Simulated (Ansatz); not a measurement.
KYSe2 as one 4-atom ordering (P4/mmm) on the rocksalt lattice, relaxed with r2SCAN in Ansatz: the symmetry is P4/mmm (No. 123, tetragonal); a = 4.320 Å, c = 5.868 Å in the conventional setting, 27.38 Å³ an atom. K is surrounded by 6 Se at 2.93–3.05 Å; Se is surrounded by 2 K at 2.93 Å and 4 Y at 3.05 Å; Y is surrounded by 6 Se at 2.93–3.05 Å; Se is surrounded by 2 Y at 2.93 Å and 4 K at 3.05 Å. The primitive cell holds 4 atoms in 109.50 Å³. No spin polarisation and no zero-point or thermal motion; the cell was built from a prototype and may be hypothetical.

Computed values: PBE gives a gap of 0.19 eV and PBE0 (25 % exact exchange) 1.61 eV; one over PBE's mean ε∞ is 0.133. HSE06 (4×4×4) gives a least gap of 0.93 eV, direct.

(1) What is the density?

(2) Taking the gap as linear in the share of unscreened exchange, estimate the gap of the hybrid whose share is 1/ε∞.

(3) At what wavelength does absorption set in by HSE06, excitons left aside?

## Answers

(1) The cell holds 1 K, 2 Se, 1 Y: M = 1×39.098 + 2×78.971 + 1×88.906 = 285.95 u in V = 109.50 Å³. ρ = 1.66054 × M/V = 1.66054 × 285.95/109.50 = 4.336 g/cm³, for the static r2SCAN lattice.

(2) The slope is (1.61 − 0.19)/0.25 = 5.68 eV per unit share, so E_g ≈ 0.19 + 5.68 × 0.133 = 0.95 eV. The run with that share gives 0.93 eV (4×4×4 mesh), -0.02 eV from the straight line.

(3) λ = 1239.84 eV nm/E: 1333 nm for the least gap. That lies in the infrared.

Spin-orbit coupling is left out.

The meshes of the hybrids are coarse, so their gaps aren't converged to the digits shown.
